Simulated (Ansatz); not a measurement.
The relaxed structure here is a generated cell of TiFe: the first start was made by placing the elements on the sites of a structure type, and the end was not matched to a known phase here, so it may be hypothetical. Known forms of TiFe include space group No. 221.

The end point of a relaxation of TiFe. Calculation: PBEsol (plane waves to 420 eV, PAW, scalar-relativistic; Ansatz, a first-principles code).

```cif
data_Fe2Ti2
_chemical_formula_sum 'Fe2 Ti2'
_space_group_name_H-M_alt 'P 1'
_space_group_IT_number 1
_cell_length_a 5.00186
_cell_length_b 5.00186
_cell_length_c 5.00186
_cell_angle_alpha 139.958
_cell_angle_beta 139.958
_cell_angle_gamma 57.916
loop_
_space_group_symop_operation_xyz
  'x, y, z'
loop_
_atom_site_label
_atom_site_type_symbol
_atom_site_fract_x
_atom_site_fract_y
_atom_site_fract_z
_atom_site_occupancy
Fe1 Fe 0.75000 0.25000 0.50000 1
Fe2 Fe 0.00000 0.00000 0.00000 1
Ti1 Ti 0.50000 0.50000 0.00000 1
Ti2 Ti 0.25000 0.75000 0.50000 1
```

Task: Find the space group and the Wyckoff positions (tolerance 0.01 Å).

Result: Space group I4₁/amd, origin choice 1 (No. 141); a = 3.4249 Å, b = 3.4249 Å, c = 8.7530 Å, α = 90.00°, β = 90.00°, γ = 90.00°

```json
[
 {"atom": "Fe", "site": "4a", "symmetry": "-4m2", "x": "0.0000", "y": "0.0000", "z": "0.0000"},
 {"atom": "Ti", "site": "4b", "symmetry": "-4m2", "x": "0.0000", "y": "0.0000", "z": "0.5000"}
]
```

Task: Give the shortest distances between elements (the closest pairs, up to four, under 3.6 Å).

Result: Fe–Ti 2.42 Å; Ti–Ti 2.78 Å; Fe–Fe 2.78 Å.

The volume per atom comes out as 12.83 Å³. The band gap comes out as zero (metallic) and the magnetic moment is net 0.27 μB/atom, ferrimagnetic.

Spin state reached: ferrimagnetic (net 0.27 μB/atom), from parallel starting moments; other spin orders were not run from this start.

The run could not lose the symmetry of its start: the end is stationary, and may be a saddle point rather than a minimum.

All atoms sit on sites fixed by symmetry, so only the cell could relax.
